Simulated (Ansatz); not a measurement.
Input:

Rh (fcc, Cu type)

```xyz
2
Lattice="0.0000 3.8301 3.8301 1.9150 0.0000 1.9150 1.9150 1.9150 0.0000" Properties=species:S:1:pos:R:3 pbc="T T T"
Rh     0.0000     0.0000     0.0000
Rh     1.9150     3.8301     1.9150
```

The atoms are displaced by Q × the pattern below (from a DFPT mode at L = (0.5, 0.0, 0.0), largest move 1; Q in Å), at fixed cell. It is one choice among 2 degenerate patterns. (q is in reciprocal vectors of the primitive cell; the cell shown is doubled to hold the pattern.)

| atom | x | y | z |
|---|---|---|---|
| Rh1 | 0.285 | -0.520 | 0.805 |
| Rh2 | -0.285 | 0.520 | -0.805 |

The numbers are results of PBE (plane waves to 420 eV, PAW, scalar-relativistic; Ansatz, a quantum-chemistry and plane-wave program), not measurements. k mesh 21×21×21 (Γ-centred), Fermi-Dirac smearing 0.05 eV. The energy includes the smearing's −TS. With partly filled bands, energies and forces of such displacements shift with the k mesh and the smearing. Rh is run without spin polarisation. Rh was relaxed with its symmetry unable to fall. The zero of ΔE is the undisplaced structure.

The scan covers Q from -0.100 to 0.100 Å in 13 points.

Question: Which space group does the distorted structure have?

Answer: P-1 (No. 2), lowered from Fm-3m.

Question: What is the energy change at Q = 0.100 Å?

Answer: 67 meV/cell.

Question: What harmonic wavenumber does the curvature at Q = 0 give?

Answer: 134 cm⁻¹.

(A displaced cell: forces are minus the slopes of the energy, force constants its curvatures, and phonons follow from these.)
